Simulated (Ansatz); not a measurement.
BeS (zinc blende), relaxed with PBE (Ansatz, a quantum-chemistry and plane-wave program, plane waves, PAW): a = b = c = 4.876 Å, α = β = γ = 90.00°.

```
Item                  Value
--------------------  -----
gap (eV)               3.15
B₀ by P(V) fit (GPa)   92.9
```

Task: The same phase is relaxed and computed with HSE06 in the same code. What are the cell and these values now?

Result: a = 4.853 Å, b = 4.853 Å, c = 4.853 Å, α = 90.00°, β = 90.00°, γ = 90.00°.

* **gap (eV)**: 4.06
* **B₀ by P(V) fit (GPa)**: 99.0

All cells were relaxed under the symmetry of their starts (and spin orders); stability against distortions was not tested throughout.

Potentials: the later of the program's two PAW sets.

Ansatz is a plane-wave DFT program.
